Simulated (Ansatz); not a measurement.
CaO (zinc blende, F-43m), DFT-PBE in the program Ansatz with PAW potentials. The conduction-band minimum lies at Γ, with 1 equivalent valley. Second derivatives d²E/dk² of the lowest band at one valley (eV·Å²), along Cartesian directions:

| direction | d²E/dk² |
|---|---|
| [100] | 17.87 |
| [010] | 17.87 |
| [001] | 17.87 |
| [110] | 17.87 |
| [101] | 17.87 |
| [011] | 17.87 |

Find the principal effective masses, the density-of-states mass and the conductivity mass.

Off-diagonal terms follow from H_xy = H[110] − (H_xx + H_yy)/2, and m*/mₑ = 7.620 eV·Å² over each eigenvalue: 0.43, 0.43, 0.43. One valley's DOS mass (m₁m₂m₃)^(1/3) = 0.43, conductivity mass 3/(Σ 1/mᵢ) = 0.43 mₑ.

What effective density of states Nc follows at 300 K for parabolic valleys?

Nc = 2.509e19 × 1 × (0.43)^(3/2) ≈ 7.1e18 cm⁻³.

The start of the workflow was typed in or built on a structure type; neither database checked (COD, Materials Project) lists it. It is not the phase usual at ambient conditions (space group No. 225). The cell was relaxed with PBE under the symmetry of its start; its stability against distortions is not shown here.

Potentials: the later of the program's two PAW sets.

Edges and masses are those of Kohn–Sham bands, whose gap is no quasiparticle gap.
